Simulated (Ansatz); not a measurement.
Relaxed-ion elastic tensor of PtS (NiAs type, P6_3/mmc) in GPa (Voigt order), DFT-PBEsol in the program Ansatz with PAW potentials; density 11.65 g/cm³, 16.18 Å³ per atom.

```
  136    201    140    0.0    0.0    0.0
  201    136    140    0.0    0.0    0.0
  140    140    302    0.0    0.0    0.0
  0.0    0.0    0.0  -34.6    0.0    0.0
  0.0    0.0    0.0    0.0  -34.6    0.0
  0.0    0.0    0.0    0.0    0.0  -32.4
```

**Question.** Is the crystal mechanically stable?

**Answer.** No: the smallest eigenvalue of C is -64.9 GPa.

The start of the workflow was typed in or built on a structure type; neither database checked (COD, Materials Project) lists it. COD files the formula under space group No. 131. Whether it is the stable phase at ambient conditions was not checked. The cell was relaxed with PBEsol under the symmetry of its start. At this level the phase is mechanically unstable. The run is not spin-polarised. As this level gives no gap, shear constants depend on the k-mesh and smearing (Fermi–Dirac, 0.1 eV here). Spin–orbit coupling is left out wherever it is not named.

Potentials: the earlier of the program's two PAW sets. The files were generated under PBE; for other functionals the program regenerates the frozen cores, and for LDA and PBEsol the local potential too.
